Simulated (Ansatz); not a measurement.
Relax this structure to zero stress and force, keeping its symmetry:

```
Zr Fe
1.0
    -3.19250    3.19250    2.79800
     3.19250   -3.19250    2.79800
     3.19250    3.19250   -2.79800
Zr Fe
4 2
Direct
  0.67280 0.17280 0.84560
  0.17280 0.32720 0.50000
  0.32720 0.82720 0.15440
  0.82720 0.67280 0.50000
  0.25000 0.25000 0.00000
  0.75000 0.75000 0.00000
```

Level of theory: Ansatz 0.2.0, DFT PBEsol, scalar-relativistic, plane waves, PAW.

Settings: cutoff 420 eV, Γ-centred mesh 8×8×8 on the computed 6-atom cell, Gaussian smearing of 0.10 eV; no spin polarisation.

Question: What does it relax to?

Answer: The volume falls by 1.05 Å³/atom to 17.97 Å³/atom, and the energy falls by 43.7 meV/atom. Final structure:
```
CELL_PARAMETERS angstrom
-3.08987 3.08987 2.82258
3.08987 -3.08987 2.82258
3.08987 3.08987 -2.82258
ATOMIC_POSITIONS crystal
Zr 0.67929 0.17929 0.85858
Zr 0.17929 0.32071 0.50000
Zr 0.32071 0.82071 0.14142
Zr 0.82071 0.67929 0.50000
Fe 0.25000 0.25000 0.00000
Fe 0.75000 0.75000 0.00000
```

Course of the relaxation (steps run on the plane waves of an earlier cell, and the basis is chosen afresh near the end, so energy and pressure can step there; trial steps that raised the energy were taken back; energies are free energies):

```json
{"step": "1", "E − E_final (meV/atom)": "43.7", "largest force component (eV/Å)": "0.350", "P (GPa)": "-7.96", "V (Å³/atom)": "19.01"}
{"step": "2", "E − E_final (meV/atom)": "49.2", "largest force component (eV/Å)": "0.546", "P (GPa)": "10.96", "V (Å³/atom)": "16.87"}
{"step": "3", "E − E_final (meV/atom)": "3.5", "largest force component (eV/Å)": "0.156", "P (GPa)": "-1.54", "V (Å³/atom)": "18.10"}
{"step": "4", "E − E_final (meV/atom)": "4.6", "largest force component (eV/Å)": "0.249", "P (GPa)": "-0.13", "V (Å³/atom)": "18.08"}
{"step": "5", "E − E_final (meV/atom)": "-0.2", "largest force component (eV/Å)": "0.009", "P (GPa)": "0.02", "V (Å³/atom)": "17.96"}
{"step": "6", "E − E_final (meV/atom)": "-0.2", "largest force component (eV/Å)": "0.000", "P (GPa)": "0.00", "V (Å³/atom)": "17.97"}
{"step": "7", "E − E_final (meV/atom)": "0.0", "largest force component (eV/Å)": "0.000", "P (GPa)": "0.00", "V (Å³/atom)": "17.97"}
```

Spin polarisation was left out, and a magnetic state may lie lower.

Cost: 1 run of about 2.2 core-minutes, on Arm Neoverse V2 (shared hosts).